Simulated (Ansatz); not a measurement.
CuCl:
```
CuCl
1.0
    0.00000     2.64498     2.64498
    2.64498     0.00000     2.64498
    2.64498     2.64498     0.00000
Cu Cl
1 1
Direct
  0.00000   0.00000   0.00000
  0.75000   0.75000   0.75000
```

Relaxed with PBEsol.

Task: Give the Bader charges and basin volumes of the independent atoms, PBEsol in the plane-wave PAW code Ansatz.

Result: 

| atom | Bader charge (e) | Bader volume (Å³) |
|---|---|---|
| Cu1 | +0.58 | 14.3 |
| Cl2 | -0.58 | 22.7 |

Space group F-43m (zinc blende). Symmetry was held in the PBEsol relaxation. No spin polarisation was allowed.

Potentials: the later of the program's two PAW sets.
